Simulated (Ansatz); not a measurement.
An Ansatz (a quantum-chemistry and plane-wave program) run. Input:

Ansatz 0.2 input:
```yaml
crystal:
  lattice:
    - [0.0, 2.5801364993, 2.5801364993]
    - [2.5801364993, 0.0, 2.5801364993]
    - [2.5801364993, 2.5801364993, 0.0]
  atoms:
    - { symbol: Sr, position: [0.5, 0.5, 0.5] }
    - { symbol: O, position: [0.0, 0.0, 0.0] }
kpoints:
  mp_grid: { grid: [9, 9, 9] }
hamiltonian:
  xc: r2scan
  pseudopotentials: { azcp: { folder: ./paw }, kind: paw }
scf:
  occupations: { method: fixed }
checkpoint: { read: static.run }
output: { bader: true, populations: true }
```

Output (shortened):

```
Pseudopotential: Sr, paw, valence charge 10
Pseudopotential: O, paw, valence charge 6
Functional definition: r2SCAN
Crystal: 2 atoms, lattice volume = 34.352 Å³
Basis set: ecut = 500 eV, 893 PW (Γ), exchange–correlation on 108×108×108 points (64 copies of the dense FFT grid, shifted against one another)
Bands: 12, of which v1, the nominal top of the filled ones, is band 8 counted from 1 (7 counted from 0)
Symmetry: 48 space group operations
Space group: Fm-3m (ITA 225), of the structure as read, at distance tolerance 3.3e-5 Å
k-points: 35 of 729
Stability of the state it starts from, as read at its close in the unpolarized treatment …
iter 1 solved again at ethr=2.01e-6 eV; its pass at ethr=3.10e-3 eV (dr2=3.22e-4 eV) is discarded
SCF iter   1: F=—  HF=-4127.072106 eV  |F-HF|=—  |Δ(HF+E_count)|=         —  Δρ=2.65e-6  dr2=1.13e-9  dr2_τ=2.37e-10  ethr=2.01e-6  ⟨swp⟩=3.1  Hψ=3926  notcnv=0  defer=68
preconditioner: auto → none
SCF iter   2: F=—  HF=-4127.072103 eV  |F-HF|=—  |Δ(HF+E_count)|=   3.14e-6  Δρ=3.39e-6  dr2=3.47e-9  dr2_τ=3.04e-10  ethr=7.08e-12  ⟨swp⟩=10.0  Hψ=2764  notcnv=0
SCF iter   3: F=-4127.072103 eV  HF=-4127.072103 eV  |F-HF|=1.80e-10  |Δ(HF+E_count)|=  6.55e-10  Δρ=1.37e-6  dr2=3.71e-10  dr2_τ=4.99e-11  ethr=7.08e-12  ⟨swp⟩=1.0  Hψ=1085  notcnv=0
SCF 1 converged in 3 iterations: F = -4127.072103 eV  dr2 = 3.71e-10
SCF converged after 3 iterations
Free energy (F): -4127.072103 eV
Harris-Foulkes:  -4127.072103 eV  (|F-HF|=1.80e-10)
Internal energy: -4127.072103 eV  (E = F + TS)
E sigma→0 (E₀):  -4127.072103 eV
Fermi energy:    7.515871 eV
--- Per-component energies (eV) ---
  E_band       = -71.193266
  E_kinetic    = 405.563213
  E_local      = -886.841843  (includes V_loc(G=0)·N_el)
  E_nonlocal   = 284.275313
  E_hartree    = 236.931526
  E_xc         = -238.087033
  E_vxc        = -275.821587  (∫ρ·V_xc dr)
  E_paw        = -2876.292728  (= ΣΔE_a)
  E_vpaw       = -88.048242  (= ΣTr[D̂ρ^β])
  E_aug_tail   = 0.000281  (compensation charges beyond the density's cutoff)
  E_vtau       = 15.816266  (kinetic-family band-sum trace: ∫τ·v_τ [+ j·A + Jᵃ·Aᵃ] dr)
  E_ewald      = -1052.442855
  E_core_change = -0.177977  (= ΣΔE_core)
  E_smearing   =  0.000000  (= −TS)
  E_closure    = 0.000000  (closes the sum)
  Σ components = -4127.072103   (vs F -4127.072103, Δ=0.00e0)
  [band-id]    e_kinetic+e_local+e_nonlocal+2·e_hartree+e_vxc+e_vpaw+e_augmentation_tail+e_vtau = -71.193548   (vs E_band -71.193266, Δ=-2.82e-4)
--- Band table (eV; the first three rows and the last of 35) ---
  k-point 0: bands = ["-25.8601", "-8.4769", "-6.8909", "-6.8909", "-6.8909", "7.5159", "7.5159", "7.5159", "12.1027", "14.3296", "14.3296", "14.3296"]
  k-point 1: bands = ["-25.8446", "-8.6997", "-6.8998", "-6.8998", "-6.7071", "7.1752", "7.3674", "7.3674", "12.6510", "14.1809", "14.5720", "14.5720"]
  k-point 2: bands = ["-25.8051", "-9.1352", "-6.9222", "-6.9222", "-6.3709", "6.4835", "7.0221", "7.0221", "13.8911", "14.0993", "15.2483", "15.2483"]
  k-point 34: bands = ["-25.6882", "-9.0742", "-7.4894", "-7.4734", "-6.4584", "6.4239", "6.9990", "7.1242", "13.6166", "14.6454", "16.8746", "18.9713"]
--- Löwdin populations: 2 sites ---
  site symbol       q [e]
     0     Sr      8.3330
     1      O      7.3766
  spilling = 0.018152 (of n_electrons = 16.000000)
--- Bader charges: 2 sites ---
  site symbol  charge [e]  shift [e]
     0     Sr      1.5291     0.0001
     1      O     -1.5291     0.0001
  shift: an alarm, by how much a part of what the PAW files miss would move the charge. Where it is large, compare
  with a run on PAW files of another source; a small one proves nothing
  estimated error of the sums over rays = 1.1e-4 e
```

Cost: around 10 core-seconds (rough) on shared cores.

The r²SCAN relaxation kept the symmetry of its start; phonons on a q-mesh show no instability. Scalar-relativistic: spin–orbit coupling is off unless named, which matters more the heavier the elements.

Potentials: the earlier of the program's two PAW sets.

Ansatz is a plane-wave DFT program.
